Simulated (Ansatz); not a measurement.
# Au under compression and expansion

```
CELL_PARAMETERS angstrom
2.90000 0.00000 0.00000
-1.45000 2.51147 0.00000
0.00000 0.00000 4.88000
ATOMIC_POSITIONS crystal
Au 0.33333 0.66667 0.75000
Au 0.66667 0.33333 0.25000
```

The geometry is COD entry 1545302, unchecked; take it as a test cell.

No spin–orbit coupling, which matters for the heavy atoms here.

Methods: DFT, LDA, all-electron LAPW, scalar-relativistic (Ansatz 0.2.0); DFT, LDA, PAW with Ansatz's default frozen-core files, scalar-relativistic (Ansatz 0.2.0).

For LAPW: a Γ-centred 14×14×8 k mesh, Fermi–Dirac smearing of 0.03 eV, basis error target 0.25 meV/atom, no spin polarisation. PAW takes a cutoff of 420 eV at this cell (files made with PBE, cores remade for this functional). The Ansatz runs share mesh, smearing and spin set-up. Plane-wave (PAW) pressures include the program's estimate of the Pulay term.

The cell above is scaled evenly, with fractional coordinates and shape held.

| V/V(cell) | V (Å³/atom) | P, LAPW (GPa) | P, PAW (GPa) |
| --- | --- | --- | --- |
| 0.9400 | 16.705 | ? | ? |
| 0.9600 | 17.060 | -4.94 | -4.94 |
| 0.9800 | 17.416 | -8.06 | -8.06 |
| 0.9900 | 17.593 | -9.43 | -9.43 |
| 1.0000 | 17.771 | -10.70 | -10.70 |
| 1.0100 | 17.949 | -11.88 | -11.88 |
| 1.0200 | 18.127 | -13.00 | -13.00 |
| 1.0400 | 18.482 | -15.01 | -15.01 |
| 1.0600 | 18.837 | -16.73 | -16.72 |

Task: Fill in the row V/V(cell) = 0.9400.

Result: P, LAPW (GPa) = -1.30, P, PAW (GPa) = -1.31.
